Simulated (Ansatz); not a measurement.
Ni$_{3}$Sn (Cu3Au type, space group No. 221), the program Ansatz at the LDA level (PAW), all energies at zero smearing, with the estimated change up to a 700 eV cutoff added, with one set of potentials and settings (totals compare only within such a set). Cell of 4 atoms (3 Ni, 1 Sn): -23200.592 eV.

```
element                             reference phase  E (eV/atom)
-------  ------------------------------------------  -----------
Ni       Fm-3m, 1 atoms in the cell, spin-polarised   -5773.3813
Sn                    I4_1/amd, 2 atoms in the cell   -5879.5359
```

Formation energy per atom, worked out: (-23200.592 − 3×(-5773.3813) − 1×(-5879.5359))/4 = -0.228 eV/atom (-22 kJ per mol of atoms), at 0 K, without zero-point energy or fitted corrections.

Space group Pm-3m (Cu3Au type). The workflow started from a Materials Project entry (that database holds measured and hypothetical structures alike); the Crystallography Open Database files this formula in space group No. 221, but the cells were not matched. Whether it is the stable phase at ambient conditions was not checked. The LDA relaxation kept the symmetry of its start; of distortions, only those at the zone centre were tested. No spin polarisation was allowed. The references are the lowest solids computed at this level, not always the standard phases. Scalar-relativistic: spin–orbit coupling is off unless named, which matters more the heavier the elements.

Potentials: the later of the program's two PAW sets.
